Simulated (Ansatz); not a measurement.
A relaxed cell of SiTeS is given with its symmetry left out. The cell was found from a structure generator's guess, not taken from experiment.

These are results of Ansatz 0.2.0, DFT PBE, scalar-relativistic, plane waves, PAW, not measurements. Cutoff 420 eV, Γ-centred mesh, Gaussian smearing, no spin polarisation.

```
CELL_PARAMETERS angstrom
3.37284 0.00000 0.00000
0.00000 3.37284 0.00000
0.00000 0.00000 5.74366
ATOMIC_POSITIONS crystal
Si 0.00000 0.00000 0.00000
Te 0.00000 0.00000 0.50000
S 0.50000 0.50000 0.00000
```

The zero of energy is the elements' standard structures at the same level; no fitted shifts are applied.

(1) What space group does it have?

(2) What is its formation energy per atom?

(3) Is it a metal?

Results:

(1) P4/mmm (No. 123). Conventional cell: a = 3.373 Å, c = 5.744 Å. Around Si lie 4 S at 2.38 Å and 2 Te at 2.87 Å; Te is surrounded by 2 Si at 2.87 Å, 4 Te at 3.37 Å and 8 S at 3.73 Å; S is surrounded by 4 Si at 2.38 Å, 4 S at 3.37 Å and 8 Te at 3.73 Å.

(2) +0.03 eV/atom. The separate elements lie lower, so it is unstable against them.

(3) Yes, bands cross the Fermi level on the 14×14×8 mesh.

The last run used a 14×14×8 mesh (in the run's order of axes) for its 3-atom cell and Gaussian smearing of 0.10 eV. For metals, differences of a few meV/atom aren't resolved. Spin–orbit coupling, which can matter for Te, is left out. The reference forms of S and Te are held partly by dispersion forces, which this level lacks. A structure relaxed within its symmetry needn't be a true minimum.
